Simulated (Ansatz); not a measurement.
**What moves the field gradients of SiO₂?**

Cell of run 1: a structure deposited in the COD (the cell was measured well above room temperature).

Space group P4_12_12 (No. 92); a = 4.9930, c = 7.0050 Å.

```
site  Wyckoff  site symmetry       x       y       z
  Si       4a            ..2  0.2966  0.2966  0.0000
   O       8b              1  0.2406  0.0966  0.1747
```

One atom of each set is listed.

Relaxed positions (PBE, cell held):

Si (0.3024, 0.3024, 0.0000)
O (0.2378, 0.1109, 0.1820)

All runs are DFT with Ansatz 0.2.0 (plane waves and PAW, scalar-relativistic unless spin–orbit coupling is named, Γ-centred meshes, Fermi–Dirac smearing where given) in this cell.

Run 1: PBE, gradients read without the response of the cores, atoms as given; 420 eV, 5×5×3 k-points, smearing 0.02 eV.
Run 2: PBE, gradients read without the response of the cores, atoms relaxed; 420 eV, 5×5×3 k-points, smearing 0.02 eV.
Run 3: r2SCAN, gradients read without the response of the cores, at the relaxed atoms; 500 eV, 5×5×3 k-points, smearing 0.02 eV.

```json
{"run": "1", "Si V_zz (η)": "-0.43 (0.86)", "O V_zz (η)": "9.49 (0.11)"}
{"run": "2", "Si V_zz (η)": "-0.37 (0.76)", "O V_zz (η)": "9.87 (0.17)"}
{"run": "3", "Si V_zz (η)": "?", "O V_zz (η)": "?"}
```

V_zz in 10²¹ V/m².

Problem. Estimate the row of run 3.

Solution. Si: -0.37 (0.72); O: 9.80 (0.17). It lies nearest to run 2, from whose tensors on these sites it differs by 0.09 at most (largest principal value of the difference, on O). Taken one at a time, the positions of the atoms (as given or relaxed) move the tensors on these sites by up to 0.56 (largest principal value of the change, on O), the functional (r2SCAN with its higher cutoff) by 0.09 (O).

In runs 1, 3 the atoms aren't at the calculated equilibrium (largest force 0.47, 0.30 eV/Å). The cell isn't the equilibrium one in run 1 (calculated pressure 8 GPa), and the entry's cell may itself be off.
